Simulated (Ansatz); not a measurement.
RuTe₂ (space group Pa-3)

```yaml
crystal:
  lattice:
    - [6.44165, 0.00000, 0.00000]
    - [0.00000, 6.44165, 0.00000]
    - [0.00000, 0.00000, 6.44165]
  atoms:
    - { symbol: Te, position: [0.37339, 0.37339, 0.37339] }
    - { symbol: Te, position: [0.62661, 0.62661, 0.62661] }
    - { symbol: Te, position: [0.12661, 0.62661, 0.87339] }
    - { symbol: Te, position: [0.87339, 0.37339, 0.12661] }
    - { symbol: Te, position: [0.87339, 0.12661, 0.62661] }
    - { symbol: Te, position: [0.12661, 0.87339, 0.37339] }
    - { symbol: Te, position: [0.62661, 0.87339, 0.12661] }
    - { symbol: Te, position: [0.37339, 0.12661, 0.87339] }
    - { symbol: Ru, position: [0.00000, 0.00000, 0.00000] }
    - { symbol: Ru, position: [0.50000, 0.00000, 0.50000] }
    - { symbol: Ru, position: [0.50000, 0.50000, 0.00000] }
    - { symbol: Ru, position: [0.00000, 0.50000, 0.50000] }
```

The slice is a {110} plane (indices of the conventional cell) through the point (0.000, 0.500, 0.500) (fractional), spanned by u = [100] and v = [011] in vectors of this cell: u (6.44 Å) and v (9.11 Å, at 90° to u). It covers one period; positions are fractions (u, v).

All values below come from r2SCAN (plane waves to 500 eV, PAW, scalar-relativistic; Ansatz, a quantum-chemistry and plane-wave program). k mesh 4×4×4. Near the nuclei the fields are pseudised (PAW); where an atom keeps semicore shells as valence, they peak there. RuTe2 is run without spin polarisation. RuTe2 was relaxed with its symmetry unable to fall. Spin-orbit coupling is left out, though Te is heavy.

**Question.** What is the ELF at the density minimum of the shortest Te–Ru line in this plane (2.67 Å)?

**Answer.** 0.38.

**Question.** The ELF has a maximum in the middle third of the Te–Ru line. Where, and how high?

**Answer.** 0.64, 1.1 Å from Te.

**Question.** What is the valence density on the shortest Te–Ru line in this plane (2.67 Å), at its minimum between the atoms?

**Answer.** 0.45 e/Å³.

**Question.** Sketch the electron localisation function (ELF) on this plane as a map.

**Answer.** 
```
|xxxx7722227788665555668899886655554433336699xx|
|9999551144997755222244667777442211222233447788|
|6666333377886611xxxxxx446666330000112233223344|
|22333355887744xxxxxxxx336666220000113344443322|
|3333335588775511xxxxxx446666220000225577776655|
|5533223366776644222244667766220000336677888877|
|6633111133666666666666777744110011446666777777|
|6633110000335566666677775522000011446666667777|
|6644110000001133555544331100000011446677777777|
|6644221100000000001100000000000000336677888888|
|4433332211000000000000000000000000114466777755|
|2233333322221111111111111111111111113344443322|
|5566553333334444444444444444444433333333223344|
|9999884433446677666677777777666666554422337788|
|xxxx9955225577777777889999887766777755225599xx|
|xxxx9955225588777777889999887777778855225599xx|
|xxxx9955225577776677889999887777777755225599xx|
|9988773322445566666677777777666677664433448899|
|5544332233333333444444444444444444443333335566|
|2222334444331111111111111111111111112222333333|
|4455777766441100000000000000000000000011223333|
|6688888877663300000000000000110000000000112244|
|6677777777664411000000113344555533110000001144|
|6677776666664411000022557777666666553300001133|
|6677777766664411001144777766666666666633111133|
|5577888877663300002266776644222244667766332233|
|33556677775522000022666644xxxxxx11557788553333|
|22223344443311000022666633xxxxxxxx447788553333|
|66443322332211000033666644xxxxxx11668877333366|
|9988774433222211224477776644222255779944115599|
|xxxx9966333344555566889988665555668877222277xx|
|xxxx9955225588777777889999887777778855225599xx|
```
Scale: ten equal steps from 0.04 (start of '0') to 0.71 (end of '9'), in the order '0123456789'. Values: electron localisation function (ELF). The map has 23 points along u (two characters each, u = 0 at the left) and 32 along v (v = 0 in the bottom row). Points within 0.5 Å of a nucleus are blanked (x), as the pseudised field means little there.
